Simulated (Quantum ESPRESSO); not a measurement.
```
CELL_PARAMETERS angstrom
      0.00000     2.79595     2.79595
      2.79595     0.00000     2.79595
      2.79595     2.79595     0.00000
ATOMIC_POSITIONS crystal
  S  0.50000 0.50000 0.50000
  Ca 0.00000 0.00000 0.00000
```

The PBEsol cell relaxed from Materials Project entry mp-1672 was given an isotropic strain of -0.7 % on all lattice vectors, and the atoms were relaxed again.

Q: What does PBEsol (pw.x of Quantum ESPRESSO, ONCV potentials, scalar-relativistic) give for the electronic structure near the Fermi level?

A: The PBEsol gap is indirect, 2.10 eV, from Γ to X; the smallest direct gap is 2.96 eV.
